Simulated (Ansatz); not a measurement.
WS2 — S-33 NMR of the central transition

Cell: a structure deposited in the COD, its atoms then relaxed with PBE in this cell.

Space group P6_3/mmc (No. 194); a = 3.1800, c = 12.5000 Å, γ = 120.00°.

| site | Wyckoff | site symmetry | x | y | z |
| --- | --- | --- | --- | --- | --- |
| W | 2c | -6m2 | 0.3333 | 0.6667 | 0.2500 |
| S | 4f | 3m. | 0.3333 | 0.6667 | 0.6245 |

One atom of each set is listed.

Method: Kohn–Sham DFT in Ansatz, r2SCAN, plane waves and PAW, scalar-relativistic, collinear spin, 500 eV cutoff, Γ-centred 11×11×3 k-points, Fermi–Dirac smearing 0.02 eV. Start moments as typed (μB): 2 on each W, none on the rest.

S-33 has I = 3/2 and Q = -69.40 mb (Pyykkö 2018); at 11.7 T its Larmor frequency is ν₀ = 38.3 MHz. Only the quadrupole interaction is simulated: positions count from each site's isotropic chemical shift, and shift anisotropy, dipolar and J coupling are left out.

Task: What does the S-33 spectrum (static powder) show for each site?

Result: 

```json
{"site": "S", "first shell": "3 W at 2.41 Å; also 7 S at 3.14–3.18 Å", "C_Q (MHz)": "7.77", "η": "0.00", "P_Q (MHz)": "7.77", "δ_QIS (ppm)": "-1030", "breadth (kHz)": "205"}
```

δ_QIS = −(ν_Q²/30ν₀²)[I(I+1) − 3/4](1 + η²/3) × 10⁶ ppm with ν_Q = 3|C_Q|/[2I(2I−1)]; it falls as 1/B₀² in ppm, and the breadth as 1/B₀ in kHz.

An axis of threefold or higher order runs through S, so V_zz lies along it and η is zero.

The program didn't check the stability of this electronic state in full, so a lower one may lie near. Without spin–orbit coupling the gradients at and beside W can be off by some per cent, at some sites by more. The start moments die out, and the run ends without spin.
